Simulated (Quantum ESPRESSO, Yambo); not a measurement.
For KSc2F7 (space group Cmmm, No. 65), Yambo gives the independent-particle static dielectric constant along x as 2.53 on PBEsol bands and 2.09 after a scissor of 4.88 eV widens every gap (4×4×4 mesh, 122 bands, 3 Ry local-field block, 0.2 eV broadening). Axes are Cartesian, with cell vectors (Å) (3.27, -5.29, 0.00), (3.27, 5.29, 0.00), (0.00, 0.00, 4.05).

### Question
A scissor keeps the position matrix elements. In a one-oscillator model, how does ε − 1 scale, and what mean transition energy do the two values imply?

### Answer
Each transition adds |r|²/E to ε − 1, so ε − 1 ∝ 1/(E0 + Δ). Then (2.09 − 1)/(2.53 − 1) = E0/(E0 + Δ) = 0.712, and E0 = Δ(ε' − 1)/(ε − ε') = 12.1 eV. The computed Im ε, weighted by 1/E up to 20 eV, has its mean at 10.1 eV; the smallest direct PBEsol gap is 5.89 eV. The scissor comes from a G0W0 run whose convergence isn't established. Convergence of the RPA response with its 4×4×4 mesh was not tested.

Bands from Quantum ESPRESSO.

Geometry of the Materials Project entry, not relaxed at this level; primitive cell a = b = 6.2243 Å, c = 4.0483 Å, α = β = 90.00°, γ = 116.57°.

The structure is a Materials Project entry; no match was found in the copy of COD used, and its stability was not checked.
